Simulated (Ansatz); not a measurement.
# Nb (Fm-3m), two-dimensional strain map

All numbers below come from DFT r2SCAN, scalar-relativistic, plane waves, PAW in Ansatz. The runs took a 500 eV cutoff, a Γ-centred 20×20×20 mesh and Gaussian smearing (0.15 eV). No spin polarisation. Energies are free energies at this smearing, counted from the undisturbed cell; pressure is positive in compression.

Reference structure (as given, not relaxed at this level; it stands at -2.0 GPa; this fcc form isn't the usual structure):

```
CELL_PARAMETERS angstrom
0.00000 2.11500 2.11500
2.11500 0.00000 2.11500
2.11500 2.11500 0.00000
ATOMIC_POSITIONS crystal
Nb 0.00000 0.00000 0.00000
```

The cell is strained by p along both x and y and by q along z, fractional coordinates fixed. Points are written (p, q).

Energy above the undisturbed cell in meV/atom (a dash: not computed):

```
 p \ q  -0.080  -0.040  0.000  0.040   0.080
-0.080   620.0       ?  168.7      ?  -114.7
-0.040   217.7   124.1   26.7  -52.6  -101.4
 0.000   -28.8       ?    0.0   10.2    30.7
 0.040  -121.6   -32.4      ?  153.1   241.4
 0.080   -84.6    56.4  208.0  360.1   506.1
```

Problem. Fill in the withheld energies.

Solution. (-0.080, -0.040): 383.0; (-0.080, 0.040): 0.2; (0.000, -0.040): -13.2; (0.040, 0.000): 62.6.